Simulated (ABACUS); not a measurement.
ABACUS run on Mo (C2/m, 1 atom in the cell; from Materials Project mp-129, changed as shown): self-consistent single point.

All values come from this method and carry its errors: LDA (PW92), PseudoDojo 0.4 standard norm-conserving LDA (tails mended) pseudopotentials (plane waves; ABACUS).

The change in words: lattice vector c scaled by 0.98. Reference geometry (Im-3m):
```
Mo
1.0
   -1.58381     1.58381     1.58381
    1.58381    -1.58381     1.58381
    1.58381     1.58381    -1.58381
Mo
1
Direct
  0.00000   0.00000   0.00000
```

Reference input (self-consistent single point, DFT, LDA (PW92), plane waves, PseudoDojo 0.4 standard norm-conserving LDA (tails mended) pseudopotentials): KPT = Gamma 10 10 10 0 0 0; basis_type = pw; dft_functional = PWLDA; ecutwfc = 80 Ry; smearing_method = mv; smearing_sigma = 0.00734986 Ry; potentials = PseudoDojo 0.4 standard norm-conserving LDA (tails mended); symmetry = 1; ks_solver = dav; scf_nmax = 100; scf_thr = 1.0e-09 Ry; mixing_type = broyden. This run's input differs from it in these lines:

```diff
@@ -27,3 +27,3 @@
    2.9929671334   -2.9929671334    2.9929671334
-   2.9929671334    2.9929671334   -2.9929671334
+   2.9331081687    2.9331081687   -2.9331081687
```

Output (repeated stretches shortened):

```
 SELF-CONSISTENT
 -------------------------------------------
                                 init_chg = atomic

 PW ALGORITHM --------------- ION=   1  ELEC=   1--------------------------------
 Notice: Threshold on eigenvalues was too large.

 Density error is 0.130547652712
                          Error Threshold = 0.000929332125969
 E_KohnSham     -140.7005476015      -1914.3291591002
 E_Fermi        1.6246507796         22.1045078628

 PW ALGORITHM --------------- ION=   1  ELEC=   2--------------------------------

 Density error is 0.0196237616002
                          Error Threshold = 0.000932483233657
   [... lines left out ...]

 Density error is 2.27027648853e-08
                          Error Threshold = 4.61577287367e-09
 E_KohnSham     -140.7382455149      -1914.8420655251
 E_Fermi        1.5665940804         21.3146059465

 PW ALGORITHM --------------- ION=   1  ELEC=   6--------------------------------

 Density error is 3.2124015326e-10
                          Error Threshold = 1.62162606323e-10
 E_KohnSham     -140.7382455174      -1914.8420655598
 E_KS(sigma->0) -140.7382060622      -1914.8415287443
 E_entropy(-TS) -0.0000789104        -0.0010736309
 E_Fermi        1.5666025476         21.3147211484
 charge density convergence is achieved
 final etot is -1914.8420656 eV
 EFERMI = 21.314721148 eV

 STATE ENERGY(eV) AND OCCUPATIONS    NSPIN == 1
   [... 14 lines left out ...]

 TOTAL-FORCE (eV/Angstrom)
                       Mo1         0.0000000000         0.0000000000         0.0000000000

 TOTAL-STRESS (KBAR)
       -85.4831786783        16.1749798130       -10.0403731978
        16.1749798130       -85.4831786783       -10.0403731978
       -10.0403731978       -10.0403731978      -105.4650842804
 TOTAL-PRESSURE: -92.143814 KBAR

 --------------------------------------------
 !FINAL_ETOT_IS -1914.8420655597506084 eV
 --------------------------------------------
```

The run converged in 6 iterations. Against the reference run the free energy drops by 20.1 meV/atom and the pressure goes from -14.24 to -9.21 GPa.

The structure comes from a collection of computed structures, made at another level of theory; the collection holds predicted forms beside known ones. No clean gap shows at this smearing width and mesh (spacing up to 0.29 Å⁻¹); the mesh is coarse for partly filled bands, so the values carry mesh errors.

Cost on one core: around 2.5 core-minutes (rough).

“Tails mended”: in these copies of the files the far tail of each local potential was reset to the Coulomb form.
